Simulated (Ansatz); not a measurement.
# InSb3: moving In off its site

InSb3, Fm-3m, a = 7.456 Å. The structure is a Materials Project entry; whether it is the stable form wasn't checked. Ansatz: PBE+D3(BJ), PAW, 420 eV, Γ-centred 12×12×12 mesh on 4 atoms, Gaussian smearing 0.15 eV; no spin polarisation.

```yaml
crystal:
  lattice:
    - [0.00000, 3.72792, 3.72792]
    - [3.72792, 0.00000, 3.72792]
    - [3.72792, 3.72792, 0.00000]
  atoms:
    - { symbol: In, position: [0.00000, 0.00000, 0.00000] }
    - { symbol: Sb, position: [0.25000, 0.25000, 0.25000] }
    - { symbol: Sb, position: [0.75000, 0.75000, 0.75000] }
    - { symbol: Sb, position: [0.50000, 0.50000, 0.50000] }
```

Atom 1 (In) moves by x along the unit vector (0.000, 0.000, 1.000), with its periodic images; all else is held. y is the free energy of the cell over the start, F the force along the path summed over the moved atoms. Symmetry makes y even in x.

```tsv
x (Å)	y (meV)	F (eV/Å)
-0.4500	?	?
-0.2250	73.5	0.65
0.0000	0.0	0.00
0.1125	18.3	-0.33
0.3375	165.5	-0.98
0.3938	225.5	-1.15
```

Fit y = c2 x² + c4 x⁴ to the energies of the other rows, give the force constant, and predict energy and force of the missing row.

Least squares on the rows shown. y = 1450.0 x² + 26.263 x⁴. The force constant is 2 c2 = 2.90 eV/Å² (for all images moving together, not for a lone atom). The force −dy/dx at the missing row is 1.31 eV/Å (computed 1.32). At x = -0.4500 the fit asked for gives 294.7 meV. The run gave 294.7 meV, the same to the digits shown.

Cost: 6 runs of about 3.9 core-minutes in all, on Arm Neoverse V2 (shared hosts).